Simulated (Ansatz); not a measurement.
**ZrCo₃B₂ (P6/mmm): electronic heat capacity and spin susceptibility from the density of states**

Method: Ansatz, DFT r2SCAN, scalar-relativistic, plane waves, PAW.

Cutoff 500 eV; k points 12×12×12 on the computed 6-atom cell (Γ-centred); Gaussian smearing, width 0.10 eV; no spin polarisation.

Relaxed cell: P6/mmm, a = 4.817 Å, b = 4.817 Å, c = 3.030 Å, α = 90.00°, β = 90.00°, γ = 120.00°, 6 atoms in the primitive cell. Whether it is the stable form of this composition wasn't checked.

The density of states at the Fermi level is 3.261 states/eV in the cell of 6 atoms (1 formula unit; both spins, tetrahedra on a 18×18×18 mesh). Averaged over bins of 0.1 eV the density runs from 2.2 to 3.2 states/eV within 0.2 eV of the Fermi level, so the figure hangs on the exact place of that level.

What Sommerfeld coefficient and Pauli susceptibility does this give?

Per formula unit N(E_F) = 3.261 states/eV. γ = (π²/3) k_B² N(E_F) N_A = 2.357 mJ/(mol K²) per state/eV, so γ = 7.7 mJ/(mol K²), a mole of formula units. χ_P = μ_B² N(E_F) N_A = 3.23×10⁻⁵ emu/mol per state/eV gives 10.5×10⁻⁵ emu/mol. This is the bare band result: a measured γ of the same phase is as a rule larger by a factor 1 + λ from phonons and spin fluctuations, the spin part of χ is larger by the Stoner factor, and a measured χ also holds orbital and core terms. N(E_F) at one energy is sensitive to the mesh where the density of states has sharp peaks.

A ferromagnetic start lost its moments in a first run, so spin was left out; other magnetic orders weren't tried.

Cost: 1 run of about 2.6 core-minutes, on Oxide Virtual Turin-like Processor (Zen 5) (shared hosts).